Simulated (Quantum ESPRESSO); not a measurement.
pw.x input (Quantum ESPRESSO 7.5; PBEsol, PseudoDojo standard norm-conserving files, fully relativistic):

```
&CONTROL
  calculation = 'scf'
  pseudo_dir = './pseudo'
  outdir = './out'
  tprnfor = .true.
  tstress = .true.
/
&SYSTEM
  ibrav = 0
  nat = 3
  ntyp = 2
  ecutwfc = 74.0
  ecutrho = 296.0
  occupations = 'smearing'
  smearing = 'fd'
  degauss = 0.002
  nbnd = 31
  noncolin = .true.
  lspinorb = .true.
  assume_isolated = '2D'
/
&ELECTRONS
  conv_thr = 3e-10
/
ATOMIC_SPECIES
S 32.0600 S.upf
W 183.8400 W.upf
CELL_PARAMETERS angstrom
  3.145617214041   0.000000000000   0.000000000000
 -1.572808607020   2.724184417941   0.000000000000
  0.000000000000   0.000000000000  16.100000000000
ATOMIC_POSITIONS crystal
S   0.000000000000   0.000000000000  -0.097320283100
S   0.000000000000   0.000000000000   0.097320283100
W   0.666666666667   0.333333333333   0.000000000000
K_POINTS automatic
12 12 1 0 0 0
```

End of the output:

```
     total energy              =    -196.21839425 Ry
     estimated scf accuracy    <          1.4E-09 Ry
     total energy              =    -196.21839425 Ry
     estimated scf accuracy    <          3.5E-10 Ry
     total energy              =    -196.21839425 Ry
     estimated scf accuracy    <          5.1E-10 Ry
[...]
     the Fermi energy is    -4.8670 ev
!    total energy              =    -196.21839425 Ry
     estimated scf accuracy    <          5.9E-11 Ry
     smearing contrib. (-TS)   =      -0.00000000 Ry
     internal energy E=F+TS    =    -196.21839425 Ry
     The total energy is F=E-TS. E is the sum of the following terms:
     one-electron contribution =   -1429.53693705 Ry
     hartree contribution      =     709.30757744 Ry
     xc contribution           =     -45.72734318 Ry
     ewald contribution        =     569.73830853 Ry
     convergence has been achieved in  14 iterations
     Forces acting on atoms (cartesian axes, Ry/au):
     atom    1 type  1   force =    -0.00000000   -0.00000000   -0.00063956
     atom    2 type  1   force =     0.00000000    0.00000000    0.00063956
     atom    3 type  2   force =     0.00000000    0.00000000    0.00000000
     Total force =     0.000904     Total SCF correction =     0.000013
```
In a gapped system the printed Fermi energy is only some level inside the gap.

Geometry relaxed with PBEsol.
